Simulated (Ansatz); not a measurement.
Cu Kα1 powder pattern (kinematic, no thermal factors).
| 2θ (°) | relative intensity |
| --- | --- |
| 25.88 | 6 |
| 31.49 | 100 |
| 36.93 | 2 |
| 41.20 | 13 |
| 44.61 | 11 |
| 52.30 | 35 |
| 53.22 | 21 |
| 54.73 | 4 |
| 60.10 | 1 |
| 61.50 | 8 |
| 63.16 | 24 |
| 67.86 | 1 |
| 71.90 | 6 |
| 75.60 | 1 |
| 78.60 | 6 |
| 79.85 | 6 |
| 81.46 | 4 |
| 85.65 | 6 |
| 87.11 | 5 |

The pattern is computed from a structure relaxed with DFT PBE, scalar-relativistic, plane waves, PAW in Ansatz. No spin polarisation. Its elements are C, Si.

**Question.** Give the structure.

**Answer.** Si$_{3}$C.
Space group P-4m2 (No. 115). a = 3.440 Å, b = 3.440 Å, c = 5.027 Å, α = 90.00°, β = 90.00°, γ = 90.00°
| atom | site | symmetry | x | y | z |
| --- | --- | --- | --- | --- | --- |
| Si | 2g | 2mm. | 0.5000 | 0.0000 | 0.7017 |
| Si | 1b | -4m2 | 0.5000 | 0.5000 | 0.0000 |
| C | 1d | -4m2 | 0.0000 | 0.0000 | 0.5000 |

A pattern alone doesn't exclude other cells with like lines; this is the one computed.

The cell was found from a structure generator's guess, not taken from experiment.
